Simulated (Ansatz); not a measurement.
La2O3 (A-La2O3 type, space group P-3m1)

```
La2O3
1.0
    3.94027     0.00000     0.00000
   -1.97014     3.41238     0.00000
    0.00000     0.00000     6.18799
La O
2 3
Cartesian
  0.00000   2.27492   1.53082
  1.97014   1.13746   4.65716
  0.00000   0.00000   0.00000
  0.00000   2.27492   3.99299
  1.97014   1.13746   2.19499
```

In this cell atom 1 (La, nearest neighbour O at 2.370 Å; its periodic images, 3.9 Å or more away, move with it) is moved by s towards the nearest neighbour, unit vector (0.831, -0.480, 0.280); all other atoms and the cell stay fixed.

Computed with PBE (plane waves to 420 eV, PAW, scalar-relativistic; Ansatz, a program for electronic structure). k mesh 8×8×5 (Γ-centred), Fermi-Dirac smearing 0.05 eV. Left out: 2 of 11 points, with atoms too close for the PAW data. F∥ is the force on the atom along that direction. La2O3 is run without spin polarisation. La2O3 was relaxed with its symmetry unable to fall. 

```
s (Å)   F∥ (eV/Å)
------  ---------
-0.470      2.141
-0.376      1.675
-0.282      1.282
-0.188      0.906
-0.094        [?]
0.000       0.000
0.094         [?]
0.188         [?]
0.282      -2.707
```

Problem. Some entries are withheld; supply them.

Solution. 
- -0.094, F∥ (eV/Å): 0.496
- 0.094, F∥ (eV/Å): -0.643
- 0.188, F∥ (eV/Å): -1.511

(A displaced cell: forces are minus the slopes of the energy, force constants its curvatures, and phonons follow from these.)
